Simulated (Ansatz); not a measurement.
Property card for Mg

Mg:
```xyz
7
Lattice="5.7530 0.0000 0.0000 -2.8765 4.9823 0.0000 0.0000 0.0000 5.6982" Properties=species:S:1:pos:R:3 pbc="T T T"
Mg     0.0000     0.0000     1.4462
Mg     0.0000     0.0000     4.2521
Mg     0.0000     3.3215     2.8491
Mg     2.8765     1.6608     2.8491
Mg    -1.4383     2.4911     0.0000
Mg     2.8765     0.0000     0.0000
Mg     1.4383     2.4911     0.0000
```

Space group P6/mmm (No. 191); conventional cell a = b = 5.7530 Å, c = 5.6982 Å, α = β = 90.00°, γ = 120.00°.

Method: r²SCAN (plane waves, PAW; program Ansatz). Structure relaxed to zero pressure with the same functional. Other levels are named where they apply.

Cell and energy:

```yaml
volume_per_atom: 23.33 Å³
density: 1.73 g/cm³
```

Electronic structure:

```yaml
electronic_character: metallic (no gap)
Density of states at the Fermi level: 0.37 states/eV per atom (mean over ±0.08 eV)
```

Mechanics:

```yaml
Bulk modulus (Birch–Murnaghan fit): 37.2 GPa
Pressure derivative B′: 3.9
Elastic constants (relaxed ions, GPa): C11 = 68.9, C12 = 28.0, C13 = 14.3, C33 = 83.9, C44 = 2.0
mechanical_stability: stable (all eigenvalues of C positive)
```

The start of the workflow was typed in or built on a structure type; the Crystallography Open Database copy checked does not list it. It is not the phase usual at ambient conditions (space group No. 194). The r²SCAN relaxation kept the symmetry of its start; whether a distortion lowers the energy is not shown. As this level gives no gap, shear constants depend on the k-mesh and smearing (Fermi–Dirac, 0.1 eV here). Axis ratios of metals converge slowly with the k-mesh, so a and c are less sure than the volume.

Potentials: the earlier of the program's two PAW sets.
